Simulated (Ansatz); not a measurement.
Ta₄O: work and stress of cleavage

Level of theory: DFT PBEsol, scalar-relativistic, plane waves, PAW in Ansatz 0.2.0. Cutoff 420 eV, Γ-centred 14×14×4 k-points, Gaussian smearing of 0.15 eV. Spin–orbit coupling is left out, which matters for the heavy elements here. No spin polarisation. Energies are free energies at this smearing, counted from the undisturbed cell; pressure is positive in compression.

Zero of the scan (relaxed at this level; with this scan's settings it stands at 0.1 GPa; it needn't be the usual structure):

```
Ta O
1.0
    -3.21094    0.00000    0.00000
     0.00000   -3.21094    0.00000
     0.00000    0.00000   14.68397
Ta O
8 2
Direct
  0.00000 0.00000 0.92930
  0.00000 0.00000 0.42930
  0.50000 0.50000 0.07069
  0.50000 0.50000 0.57069
  0.50000 0.50000 0.78791
  0.50000 0.50000 0.28791
  0.00000 0.00000 0.17930
  0.00000 0.00000 0.67930
  0.50000 0.50000 0.92930
  0.50000 0.50000 0.42930
```

The cut lies on the cell's a–b face, a (0 0 1) plane (indices in the standard cell, whose axes needn't be the Cartesian ones shown) of area 10.31 Å², between layers 2.08 Å apart. Vector c is lengthened by d along the normal with the atoms' Cartesian places fixed: one unrelaxed cut a cell. The traction is positive where the two halves pull on each other.

```
d (Å) energy (J/m²) traction (GPa)
-0.30           1.74          -147.4
-0.15           0.34           -50.4
 0.00           0.00            -0.1
 0.25           0.46            28.8
 0.50           1.21            29.2
 0.75           1.89            25.2
 1.00           2.46            20.6
 1.50           3.31            13.8
 2.00           3.88             9.5
 3.00           4.52             3.8
 4.50           4.77             0.4
 6.00           4.79             0.0
```

What are the work of separation and the cleavage stress, and do they fit the universal binding curve?

The energy levels off near W ≈ 4.79 J/m² (the traction is down to 0.0 GPa), the energy of the two unrelaxed faces, 2.40 J/m² each on average. The largest sampled traction is 29.2 GPa at d = 0.50 Å, and a parabola through it and its two neighbours peaks at σ_max ≈ 29.5 GPa, d ≈ 0.40 Å. The curve E = W[1 − (1 + d/ℓ)exp(−d/ℓ)] peaks in traction at d = ℓ with σ_max = W/(eℓ); with 1 J/m² per Å = 10 GPa this W and σ_max give ℓ = 0.60 Å. A parabola through that curve at the same three d peaks at 0.61 Å, against 0.40 Å here, so the traction peaks closer in than on that curve. Real crystals break at far lower stress, because cracks concentrate it, and on the plane of lowest W, which needn't be this one.

The cut is rigid; relaxing the faces lowers these energies and usually the stresses.

No gap shows at this level, though a semilocal functional can close a small gap that the real compound has; without a gap these slopes depend on the k mesh and the smearing.

Cost: 12 runs of about 6.8 core-minutes in all, on AMD EPYC 9R45 (Zen 5) (shared hosts).